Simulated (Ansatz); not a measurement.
Recipe of this trial structure of HfTi₄Si: random cell by space group and Wyckoff sites (P4/mmm, No. 123). Its size is a rough estimate.

```
CELL_PARAMETERS angstrom
4.56639 0.00000 0.00000
0.00000 4.56639 0.00000
0.00000 0.00000 4.67180
ATOMIC_POSITIONS crystal
Hf 0.00000 0.00000 0.50000
Ti 0.20732 0.50000 0.50000
Ti 0.79268 0.50000 0.50000
Ti 0.50000 0.20732 0.50000
Ti 0.50000 0.79268 0.50000
Si 0.50000 0.50000 0.00000
```

The calculation used Ansatz, DFT PBE, scalar-relativistic, plane waves, PAW. Cutoff 420 eV, Gaussian smearing, Γ-centred meshes. Cell and atoms relax first on a coarse mesh and then on a finer one. In between, the cell is made exact in the group found at 0.06 Å. In metals the finer mesh still leaves noise of several meV/atom or more. The steps can't lower the symmetry of their start. No spin polarisation.

A guess keeps its type if space group and coordination stay and the shape of the cell changes little (axis ratios within about 15 %, angles within 6°); the volume may change.

Task: Does this structure survive the relaxation?

Result: It doesn't keep its type. The symmetry stays P4/mmm (No. 123). The volume per atom grows by 19.5 %, from 16.2 to 19.4 Å³. The shortest distance goes from 1.89 Å (Ti–Ti) to 2.23 Å (Ti–Ti). The ratio c/a of the conventional cell changes by a factor of 0.45. Counting neighbours within 15 % of an atom's shortest distance, the start has Hf 8, Si 8, Ti 3 and the end Hf 10, Si 8, Ti 3. In detail, at the end Hf has 2 Hf at 2.92 Å and 8 Ti at 3.35 Å; Ti has 1 Ti at 2.23 Å, 2 Si at 2.51 Å, 4 Ti at 2.89–2.92 Å and 2 Hf at 3.35 Å; around Si lie 8 Ti at 2.51 Å and 2 Si at 2.92 Å.

```cif
data_structure
_symmetry_space_group_name_H-M 'P4/mmm'
_symmetry_Int_Tables_number 123
_cell_length_a 6.3144
_cell_length_b 6.3144
_cell_length_c 2.9202
_cell_angle_alpha 90.000
_cell_angle_beta 90.000
_cell_angle_gamma 90.000
_cell_volume 116.43
loop_
_atom_site_label
_atom_site_type_symbol
_atom_site_symmetry_multiplicity
_atom_site_Wyckoff_symbol
_atom_site_fract_x
_atom_site_fract_y
_atom_site_fract_z
_atom_site_occupancy
Hf1 Hf 1 b 0.00000 0.00000 0.50000 1
Ti1 Ti 4 o 0.17636 0.50000 0.50000 1
Si1 Si 1 c 0.50000 0.50000 0.00000 1
```

The last run used a 6×6×12 mesh (in the run's order of axes) for its 6-atom cell and Gaussian smearing of 0.10 eV. These runs have no spin–orbit coupling, which can matter for Hf. The cell is a metal run without spin; a magnetic state may lie lower. Symmetry constrained the relaxation, so the result can be a saddle point. Another cell of HfTi4Si relaxed alike, in P6/mmm, lies 0.66 eV/atom lower, so this cell isn't the stable form at this level.
